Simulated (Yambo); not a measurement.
G0W0@PBE for BeTe (zinc blende, space group F-43m, No. 216) in Yambo. Reference settings: 4×4×4 Γ-centred k mesh, bands 6 to 200 and a 15 Ry block in the screening, 200 bands in G with the Bruneval-Gonze terminator, plasmon pole fitted at 27.2 eV. The PBE gap Γ → X on this mesh is 1.96 eV; G0W0 gaps are taken between the same points.

```
change from the reference                   G0W0 gap Γ → X (eV)  shift of the valence edge (eV)
------------------------------------------  -------------------  ------------------------------
reference settings                                         2.83                           -0.87
153 bands in W, 153 bands in G                             2.82                           -0.84
107 bands in W, 107 bands in G                             2.79                           -0.78
107 bands in W, 107 bands in G, 9 Ry block                 2.77                           -0.76
153 bands in W, 153 bands in G, 9 Ry block                 2.79                           -0.81
6×6×6 mesh                                                 2.85                           -0.90
exchange cut at 40 Ry                                      2.75                           -0.74
41 bands in W, 41 bands in G, 6 Ry block             (withheld)                           -0.39
```

Estimate the withheld gaps from the other rows; the computed values follow.


- 41 bands in W, 41 bands in G, 6 Ry block, G0W0 gap Γ → X (eV): 2.63

The reference isn't shown to be the converged limit.

Spin-orbit coupling is not included.

Geometry relaxed with PBEsol; primitive cell a = 3.965 Å, b = 3.965 Å, c = 3.965 Å, α = 60.00°, β = 60.00°, γ = 60.00°.

A shift is the quasiparticle energy of the state minus its PBE energy.

The potentials are those of PseudoDojo's stringent table.
